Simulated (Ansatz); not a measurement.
SiO2:
```yaml
crystal:
  lattice:
    - [4.23596, 0.00000, 0.00000]
    - [0.00000, 4.23596, 0.00000]
    - [0.00000, 0.00000, 2.69046]
  atoms:
    - { symbol: Si, position: [0.00000, 0.00000, 0.00000] }
    - { symbol: Si, position: [0.50000, 0.50000, 0.50000] }
    - { symbol: O, position: [0.30698, 0.30698, 0.00000] }
    - { symbol: O, position: [0.19302, 0.80698, 0.50000] }
    - { symbol: O, position: [0.69302, 0.69302, 0.00000] }
    - { symbol: O, position: [0.80698, 0.19302, 0.50000] }
```

Relaxed with PBE.

Question: Map the valence electron density (e/Å³), cut off at 2 on the plane through (0.000, 0.000, 0.000) spanned by u = [0, 0, 1] and v = [1, 1, 0] in lattice vectors, from DFT-PBE in the program Ansatz with PAW potentials.

Answer: x is the fraction of u, y of v (the angle between them is 90°; rows are the nearest grid lines); atoms in the plane: Si at (0.00, 0.00), Si at (0.50, 0.50), O at (0.00, 0.31), O at (0.00, 0.69).
```
|00001111111110000|
|00011111111111000|
|11111000000011111|
|22211000000011222|
|44321000000012344|
|99963100000136999|
|99995210001259999|
|99996310001369999|
|99997321112379999|
|99864321112346899|
|44433210001233444|
|22222100000122222|
|22222100000122222|
|44433210001233444|
|99864321112346899|
|99997321112379999|
|99996310001369999|
|99995210001259999|
|99963100000136999|
|44321000000012344|
|22211000000011222|
|11111000000011111|
|00011111111111000|
|00001111111110000|
```
Scale: ten equal steps from 0.056 (start of '0') to 2.00 (end of '9'), in the order '0123456789'; x runs from 0.000 to 1.00, y from 0.000 (bottom) to 1.00 (top).

The density is the valence pseudo-density with augmentation charge, so density and ELF within about 1 Å of a nucleus are not all-electron values.

Space group P4_2/mnm (rutile). This is a known high-pressure phase of the composition, computed here at zero pressure and temperature. The PBE relaxation kept the symmetry of its start; phonons on a q-mesh show no instability.

Potentials: the later of the program's two PAW sets.
